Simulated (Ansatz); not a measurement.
Ge in space group Im-3m (No. 229; Ge on 12d), a = b = c = 7.002 Å, α = β = γ = 90.00°; the cell used has 6 atoms.

Relaxed with r²SCAN.

Task: Which orbitals make up the states near the band edges in the program Ansatz at the r²SCAN level (PAW)?

Result: Top 1 eV of the valence band: Ge 4p 97 %. Bottom 1 eV of the conduction band: Ge 4p 68 %, Ge 4s 27 %. Projections are on Löwdin-orthogonalised atomic valence shells; empty p or d shells of many metals are not among them.

Task: Tabulate the density of states.

Result: States/eV per cell of 6 atoms, in 0.25 eV bins, energy from the valence-band maximum.

```csv
E (eV),total,Ge 4p,Ge 4s,Ge 3d
-7.85,1.50,0.58,0.90,0.00
-7.60,1.48,0.61,0.86,0.00
-7.35,1.40,0.59,0.81,0.00
-7.10,1.33,0.56,0.75,0.00
-6.85,1.30,0.56,0.73,0.00
-6.60,1.31,0.56,0.74,0.00
-6.35,1.27,0.54,0.73,0.00
-6.10,0.45,0.21,0.24,0.00
-5.85,0.47,0.23,0.24,0.00
-5.60,0.72,0.35,0.37,0.00
-5.35,1.12,0.62,0.49,0.00
-5.10,1.26,0.76,0.49,0.00
-4.85,1.24,0.84,0.38,0.00
-4.60,1.63,1.23,0.38,0.00
-4.35,1.48,1.32,0.13,0.00
-4.10,2.09,1.85,0.21,0.00
-3.85,1.97,1.67,0.27,0.00
-3.60,2.64,2.37,0.24,0.00
-3.35,3.73,3.44,0.25,0.00
-3.10,4.08,3.78,0.26,0.00
-2.85,5.40,5.06,0.29,0.00
-2.60,2.02,1.88,0.12,0.00
-2.35,1.77,1.67,0.09,0.00
-2.10,3.01,2.84,0.14,0.00
-1.85,6.79,6.51,0.21,0.01
-1.60,4.11,3.95,0.12,0.01
-1.35,2.68,2.57,0.08,0.00
-1.10,2.30,2.22,0.06,0.00
-0.85,2.06,2.00,0.04,0.00
-0.60,1.34,1.31,0.02,0.00
-0.35,0.85,0.84,0.01,0.00
-0.10,0.31,0.30,0.00,0.00
0.15,0.06,0.04,0.02,0.00
0.40,1.01,0.66,0.31,0.00
0.65,1.52,1.01,0.43,0.00
0.90,2.07,1.42,0.55,0.00
1.15,2.11,1.47,0.53,0.00
1.40,1.80,1.24,0.46,0.00
1.65,2.75,1.80,0.77,0.00
1.90,3.67,2.35,1.06,0.00
2.15,3.06,1.95,0.87,0.00
2.40,3.53,2.35,0.90,0.00
2.65,4.37,3.09,0.88,0.00
2.90,3.25,2.31,0.65,0.00
3.15,2.44,1.71,0.50,0.00
3.40,2.65,1.86,0.48,0.00
3.65,3.71,2.56,0.58,0.00
3.90,4.26,2.74,0.56,0.00
4.15,4.45,3.03,0.54,0.00
4.40,3.14,2.18,0.41,0.00
4.65,3.84,2.22,0.37,0.00
4.90,3.33,1.98,0.30,0.00
```

The start of the workflow was typed in or built on a structure type; the Crystallography Open Database copy checked does not list it. It is not the phase usual at ambient conditions (space group No. 227). Symmetry was held in the r²SCAN relaxation; its stability against distortions is not shown here. The volume moved by 22 % from the start of the relaxation. Scalar-relativistic: spin–orbit coupling is off unless named, which matters more the heavier the elements.

Potentials: the later of the program's two PAW sets.
